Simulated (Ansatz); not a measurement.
Cr3GeN (anti-perovskite, Pm-3m), DFT-PBEsol in the program Ansatz with PAW potentials, all energies at zero smearing, with the estimated change up to a 700 eV cutoff added, with one set of potentials and settings (totals compare only within such a set). Cell of 5 atoms (1 Ge, 1 N, 3 Cr): -14681.219 eV.

```tsv
element	reference phase	E (eV/atom)
Ge	Fd-3m, 2 atoms in the cell	-4253.5039
N	Pa-3, 8 atoms in the cell	-378.4910
Cr	Im-3m, 1 atoms in the cell	-3349.2032
```

Formation energy per atom, worked out: (-14681.219 − 1×(-4253.5039) − 1×(-378.4910) − 3×(-3349.2032))/5 = -0.323 eV/atom (-31 kJ per mol of atoms), at 0 K, without zero-point energy or fitted corrections.

The cell is a constructed one: a structure type filled with these elements; neither database checked (COD, Materials Project) lists it. COD files the formula under space group No. 113. Whether it is the stable phase at ambient conditions was not checked. The cell was relaxed with PBEsol under the symmetry of its start. At this level the phase is dynamically unstable (imaginary phonons). The workflow began spin-polarised and lost its moments. The references are the lowest solids computed at this level, not always the standard phases (solids in place of the gases).

Potentials: the earlier of the program's two PAW sets. The files were generated under PBE; for other functionals the program regenerates the frozen cores, and for LDA and PBEsol the local potential too.
